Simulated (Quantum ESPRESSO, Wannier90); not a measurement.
**Tight-binding from DFT: CdS (wurtzite)**

```xyz
4
Lattice="4.1688 0.0000 0.0000 -2.0844 3.6103 0.0000 0.0000 0.0000 6.7796" Properties=species:S:1:pos:R:3 pbc="T T T"
Cd    -2.0844     1.2034    -3.3883
Cd     2.0844    -1.2034     0.0015
S     -2.0844     1.2034    -0.8354
S      2.0844    -1.2034     2.5544
```

Materials Project entry mp-672; symmetrised, unrelaxed at this level. COD (Crystallography Open Database) has the formula in 2 space groups, this one among them (matched by group alone). Method: PBEsol plane waves in Quantum ESPRESSO 7.5 (PseudoDojo norm-conserving files, 82 Ry, no spin polarisation, no spin-orbit coupling), Bloch states on a 6×6×4 mesh through Γ, Wannier90 4.0.1. Density: 12×12×6 mesh, Gaussian smearing 0.01 Ry.

Valence charges of the files: Cd 20, S 6. 48 bands were computed.

Isolated groups of bands, relative to the valence-band maximum (bands from 27 on overlap up to the last one computed):

```csv
bands,from (eV),to (eV),filling,weight on atomic waves
1–2,-101.20,-101.20,filled,Cd 4s 100 %
3–8,-62.29,-62.29,filled,Cd 4p 100 %
9–10,-12.21,-11.67,filled,"S 3s 84 %, Cd 5s 8 %, Cd 4d 8 %"
11–20,-7.61,-6.58,filled,Cd 4d 95 %
21–26,-4.28,0.00,filled,"S 3p 81 %, Cd 5s 9 %, Cd 4d 5 %"
```

Wanted is a model with the orbitals Cd s p, S s p, without the filled groups that are mainly made of other shells (semicore states, and anion s where it isn't named); all higher bands stay in for disentanglement.

Problem. Give num_wann, exclude_bands and num_bands, and the number of electrons that the model holds.

Solution. Electrons: 2×20 + 2×6 = 52, which fill 26 bands.
num_wann = 2×4 + 2×4 = 16.
exclude_bands = 1-8,11-20, 18 bands, so num_bands = 48 − 18 = 30.
The model holds 52 − 2×18 = 16 electrons. With the window frozen to 2.53 eV it follows pw.x to 1.8 meV rms (states up to 2.0 eV relative to the valence-band maximum).
